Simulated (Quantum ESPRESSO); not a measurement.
# Planted mistakes on one cell of Ga3SiCN3

The results below are calculated, not measured. They come from pw.x of Quantum ESPRESSO 7.5, a plane-wave density functional program, with PseudoDojo standard norm-conserving files (v0.5 for PBE, v0.4.1 for LDA and PBEsol). The cells are made up: elements, strain and atom displacements were drawn at random, and nothing was relaxed. There is no spin polarisation, spin-orbit coupling or dispersion term.

The cell has 8 sites of a zincblende or diamond lattice. Sites 1 to 4 hold Ga Ga Si Ga; sites 5 to 8 hold C N N N. Cell vectors in Å: (4.733, 0.060, 0.002); (0.060, 4.583, -0.077); (0.002, -0.077, 4.618). Settings: PBE, cutoff 1143 eV, 4 x 4 x 4 k mesh shifted by half a step, Fermi-Dirac smearing of 0.025 eV.

The intended run has a self-consistency threshold of 1e-07 eV, a smearing term of 0.000 eV, a pressure of -12.49 GPa and 12 iterations. Each further run changes one thing: atoms of sites 4 and 6 exchanged; cutoff 710 eV; k mesh 2 x 2 x 2; one electron added; smearing 0.64 eV; threshold 0.9 eV. A coarse mesh keeps the shift, and a charged cell sits in a uniform background.

```
run  change of free energy (eV)  smearing term -TS (eV)  change of P (GPa)  largest change of a force component (eV/Å)  iterations
  A                      -0.292                  -1.111               1.52                                       0.322          12
  B                      11.258                  -0.003              23.57                                       6.316          13
  C                       0.454                   0.000               0.43                                       1.979           3
  D                       0.281                   0.000               0.05                                       0.052          12
  E                      12.571                   0.000            -145.03                                       0.075          12
  F                      11.675                  -0.005              26.67                                       0.434          12
```

A rerun of the intended cell at 1437 eV and k mesh 6 x 6 x 6 moved values by no more than 0.004 eV in the cell's energy, 0.02 GPa in stress and 0.002 eV/Å in force.

Question: which change belongs to which run?

## Worked reading

Run C has the fewest iterations, as a run stopped early does. Run A has the largest smearing term, as wide smearing gives. Run E has a higher energy and the largest fall in pressure, as too small a basis gives. Energies from files of another functional, or of a charged cell, have another zero and say nothing on stability; the pressure of a charged cell rests on the program's zero of potential too.

## Key

```
run                            change
  A                  smearing 0.64 eV
  B  atoms of sites 4 and 6 exchanged
  C                  threshold 0.9 eV
  D                  k mesh 2 x 2 x 2
  E                     cutoff 710 eV
  F                one electron added
```